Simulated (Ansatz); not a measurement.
A relaxed cell of ScAs4 is given with its symmetry left out. The cell was found from a structure generator's guess, not taken from experiment.

The calculation used DFT PBE, scalar-relativistic, plane waves, PAW (Ansatz 0.2.0). Cutoff 420 eV, Γ-centred mesh, Gaussian smearing, no spin polarisation.

```
Sc As
1.0
     2.61074   -2.68183    0.00000
     2.61074    2.68183    0.00000
     0.00000    0.00000    7.72366
Sc As
1 4
Direct
  0.00000 0.00000 0.00000
  0.50000 0.50000 0.83358
  0.50000 0.50000 0.16642
  0.27347 0.72653 0.50000
  0.72653 0.27347 0.50000
```

The zero of energy is the elements' standard structures at the same level; no fitted shifts are applied.

Question: What space group does it have?

Answer: Cmmm (No. 65). Conventional cell: a = 5.221 Å, b = 5.364 Å, c = 7.724 Å. Sc is surrounded by 8 As at 2.91–2.97 Å; around As on a site of symmetry mm2 lie 1 As at 2.57 Å, 2 As at 2.85 Å and 4 Sc at 2.91–2.97 Å; As on a site of symmetry m2m is surrounded by 1 As at 2.43 Å, 2 As at 2.62 Å and 3 As at 2.85–2.93 Å.

Question: What is its formation energy per atom?

Answer: −0.21 eV/atom.

Question: Is it a metal?

Answer: Yes, bands cross the Fermi level on the 10×10×6 mesh.

The last run used a 10×10×6 mesh (in the run's order of axes) for its 5-atom cell and Gaussian smearing of 0.10 eV. The reference form of As is held partly by dispersion forces, which this level lacks. A structure relaxed within its symmetry needn't be a true minimum. Another cell of ScAs4 relaxed alike, in I4/m, lies 116 meV/atom lower, so this cell isn't the stable form at this level.
